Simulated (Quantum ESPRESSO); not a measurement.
One change at a time to HfSn4W3

These are calculations, not measurements. They come from Quantum ESPRESSO 7.5, a public plane-wave density functional program. Each row is one single-point run on a made-up periodic cell of eight metal atoms, with elements, volume, strain and displacements drawn at random and not relaxed, so a cell may be unstable or far from any real phase. There is no spin polarisation or spin-orbit coupling.

Settings: PBE unless stated; PseudoDojo standard norm-conserving files; Fermi-Dirac width 0.25 eV, which means electrons at about 2900 K; cutoff 1143 eV; 7 x 5 x 2 k mesh shifted half a step off Gamma. E is the free energy of the whole cell (internal energy minus TS), so a -TS column is already part of it. Stress is positive in tension, and the pressure P is minus a third of its trace.

Checks: one run of this series was repeated at a higher cutoff and on a denser mesh, which moved values by no more than 0.020 eV, 0.15 GPa and 0.020 eV/Å, and a second program with other atomic files agreed on it to 2 % rms in force and 0.5 GPa in pressure. Known limits: the tin pseudopotential is less sure than most, with forces differing by about three percent from a second method on plain tin; heavy elements are run without spin-orbit coupling, which real alloys of them have; a spin test at this wide smearing found no moment, but such smearing suppresses magnetism that the real alloy may have.

The lattice is hexagonal close-packed, and the cell vectors in Å are (-3.166, -0.044, 0.015); (0.025, -0.027, -5.062); (-0.153, -10.752, -0.060), a volume of 172.25 Å³ in run 1. The elements on sites 1 to 8 are Hf Sn Sn W W W Sn Sn. Each later run makes one change to run 1 and keeps the rest. E is counted from run 1, and is n/a where other atomic files have another zero of energy.

| run | change | V (Å³) | P (GPa) | -TS (eV) | rms force (eV/Å) | largest change of a force component (eV/Å) | E (eV) |
|---|---|---|---|---|---|---|---|
| 1 | none | 172.25 | -5.83 | -1.585 | 0.849 | 0.000 | 0.000 |
| 2 | sites 1 and 5 exchanged | 172.25 | -6.53 | -1.508 | 1.003 | 1.119 | -0.122 |
| 3 | all lengths scaled by -1.61 % | 164.06 | -0.23 | -1.503 | 0.952 | 0.289 | -0.161 |
| 4 | PBEsol in place of PBE | 172.25 | -10.30 | -1.591 | 0.826 | 0.082 | n/a |
| 5 | site 2 moved by -0.23 Å along y | 172.25 | -4.73 | -1.560 | 0.933 | 1.244 | ? |

## Worked estimate

Along the move dE = -F dx. The force on site 2 along y is -0.016 eV/Å in run 1 and 1.228 eV/Å in run 5, and the move is -0.23 Å, so the mean force times the move gives an estimate.

## Withheld value

Question: what E should run 5 give?

The estimate is 0.139 eV. The calculation gave 0.129 eV. The mean of two end points misses the curvature of the force.
